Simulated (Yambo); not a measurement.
BSE-type run in Yambo on a free-standing WS₂ monolayer (symmetry P-6m2, slab cell 16.1 Å high) under biaxial strain of -1.5 % in the plane, at zero momentum.

Quantum ESPRESSO step (PBEsol, PseudoDojo standard norm-conserving files, scalar-relativistic):
```
&CONTROL
  calculation = 'nscf'
  pseudo_dir = './pseudo'
  outdir = './out'
/
&SYSTEM
  ibrav = 0
  nat = 3
  ntyp = 2
  ecutwfc = 74.0
  ecutrho = 296.0
  occupations = 'fixed'
  force_symmorphic = .true.
  nbnd = 43
  assume_isolated = '2D'
/
&ELECTRONS
  conv_thr = 3.0000000000000004e-09
  diago_full_acc = .true.
  diago_thr_init = 1e-08
/
ATOMIC_SPECIES
S 32.0600 S.upf
W 183.8400 W.upf
CELL_PARAMETERS angstrom
  3.098432556838   0.000000000000   0.000000000000
 -1.549216278419   2.683321306134   0.000000000000
  0.000000000000   0.000000000000  16.100000606012
ATOMIC_POSITIONS crystal
S   0.000000000000   0.000000000000  -0.098410764500
S   0.000000000000   0.000000000000   0.098410764500
W   0.666666666667   0.333333333333  -0.000000000000
K_POINTS automatic
18 18 1 0 0 0
```

Yambo input:
```
rim_cut
rim_w
optics
bse
bss
dipoles
em1s
RandQpts= 1000000
RandGvec= 2 Ry
CUTGeo= "slab z"
RandGvecW= 1000 mRy
FFTGvecs= 30 Ry
Chimod= "HARTREE"
BSKmod= "SEX"
BSEmod= "resonant"
BSSmod= "hs"
BSENGexx= 10 Ry
BSENGBlk= 3 Ry
% KfnQP_E
 0.96 | 1.0 | 1.0 |
%
% BSEQptR
 1 | 1 |
%
% BSEBands
 8 | 17 |
%
% BEnRange
 0.0 | 8.1 | eV
%
% BDmRange
 0.1 | 0.1 | eV
%
BEnSteps= 162
% BLongDir
 1.0 | 0.0 | 0.0 |
%
BSHayTrs= -0.02
BSSNEig= 24
WRbsWF
% BndsRnXs
 2 | 38 |
%
NGsBlkXs= 3 Ry
% LongDrXs
 1.0 | 1.0 | 0.0 |
%
```

From the report:

The dimension is k points × valence × conduction bands = 324 × 6 × 4 = 7776.
```
   [SLEPC] Approach                          : Krylov-Schur
   [SLEPC] Number of requested eigenvalues   :  24
   [SLEPC] Number of eigenvalues        [NEV]:  24
    [K] Dimension                                    :   7776
    [K] Bands                                        :   8  17
    [K] Exchange res                                 : yes
    [K] Correlation res                              : yes
    [K] W interaction is bare                        : no
    [K] RL vectors exchange                          :   469
    [K] RL vectors correlation                       :   95
    [W] Matrix size                                  :   95
    [W] Bands                                        :    2   38
    [W] Coulomb Cutoff                               : slab z
    [W] Hxc Kernel                                   : HARTREE
```

Spin-orbit coupling is not included.

Geometry strained from the cell relaxed with PBEsol, atoms relaxed again.
